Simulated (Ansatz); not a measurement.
Method: DFT PBE, scalar-relativistic, plane waves, PAW (Ansatz). All cells share a 420 eV cutoff and Γ-centred k meshes spaced at most about 0.3 Å⁻¹ (about 0.25 or finer for metals, 2π included). No spin polarisation in the final relaxations.

These are static total energies at zero pressure.

Two forms of YPtC2N2 were relaxed alike.

1.

```yaml
crystal:
  lattice:
    - [-1.80213, 2.92619, 4.69406]
    - [1.80213, -2.92619, 4.69406]
    - [1.80213, 2.92619, -4.69406]
  atoms:
    - { symbol: Y, position: [0.50000, 0.00000, 0.50000] }
    - { symbol: Pt, position: [0.00000, 0.00000, 0.00000] }
    - { symbol: C, position: [0.79596, 0.79596, 0.00000] }
    - { symbol: C, position: [0.20404, 0.20404, 0.00000] }
    - { symbol: N, position: [0.66786, 0.66786, 0.00000] }
    - { symbol: N, position: [0.33214, 0.33214, 0.00000] }
```

2.

```yaml
crystal:
  lattice:
    - [3.44547, -4.65306, 0.00000]
    - [3.44547, 4.65306, 0.00000]
    - [-2.98911, 0.00000, 6.16778]
  atoms:
    - { symbol: Y, position: [0.00000, 0.00000, 0.50000] }
    - { symbol: Y, position: [0.50000, 0.50000, 0.00000] }
    - { symbol: Pt, position: [0.30416, 0.30416, 0.30077] }
    - { symbol: Pt, position: [0.69584, 0.69584, 0.69923] }
    - { symbol: C, position: [0.92635, 0.51776, 0.73309] }
    - { symbol: C, position: [0.48224, 0.07365, 0.26691] }
    - { symbol: C, position: [0.51776, 0.92635, 0.73309] }
    - { symbol: C, position: [0.07365, 0.48224, 0.26691] }
    - { symbol: N, position: [0.07377, 0.40871, 0.75786] }
    - { symbol: N, position: [0.59129, 0.92623, 0.24214] }
    - { symbol: N, position: [0.40871, 0.07377, 0.75786] }
    - { symbol: N, position: [0.92623, 0.59129, 0.24214] }
```

Question: Which is lower in energy, and by how much?

Answer: Cell 2 is lower, by 13 meV/atom. Cell 1 has space group Immm (No. 71), 16.5 Å³/atom and no gap on its mesh; cell 2 has space group C2/m (No. 12), 16.5 Å³/atom and no gap. In cell 1, around Y lie 4 N at 2.39 Å and 2 Pt at 2.93 Å; Pt is surrounded by 2 C at 1.92 Å and 2 Y at 2.93 Å; C has 1 N at 1.20 Å and 1 Pt at 1.92 Å; N has 1 C at 1.20 Å and 2 Y at 2.39 Å. In cell 2, around Y on its first site lie 4 N at 2.40 Å and 2 Pt at 2.96 Å; Pt has 2 C at 1.91 Å, 1 Pt at 2.88 Å and 2 Y at 2.91–2.96 Å; C is surrounded by 1 N at 1.20 Å and 1 Pt at 1.91 Å; N has 1 C at 1.20 Å and 2 Y at 2.40 Å; 1 more site not described. Both come from invented guesses.

The k mesh leaves some 4 meV/atom of noise in the energy of each metallic cell. These runs have no spin–orbit coupling, which can matter for Pt. Cells relaxed within their symmetry can be saddle points.
